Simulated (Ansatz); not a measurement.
CuTiS2 in space group P-3m1 (No. 164; S on 2d, Ti on 1a, Cu on 1b) at seven volumes, r²SCAN+D4 (plane waves, PAW; program Ansatz), shape and atoms relaxed at each. One row is withheld.

```tsv
V (Å³/atom)	P (GPa)
13.673	13.82
14.124	8.42
14.575	3.85
15.026	0.00
15.477	-3.25
15.927	-5.98
16.378	?
```

Problem. Fit the shown pressures and predict the withheld one.

Solution. P = (3/2)B₀(x^(7/2) − x^(5/2))[1 + (3/4)(B′ − 4)(x − 1)] with x = (V₀/V)^(2/3). Least squares on the six rows gives V₀ = 15.026 Å³/atom, B₀ = 118 GPa, B′ = 4.63. At V = 16.378, x = 0.9442 and P = -8.33 GPa. The run itself gave -8.27 GPa.

The cell is a constructed one: a structure type filled with these elements; neither database checked (COD, Materials Project) lists it. Whether it is the stable phase at ambient conditions was not checked. The cell was relaxed with r²SCAN+D4 under the symmetry of its start; whether a distortion lowers the energy is not shown. The run is not spin-polarised.

Potentials: the later of the program's two PAW sets.
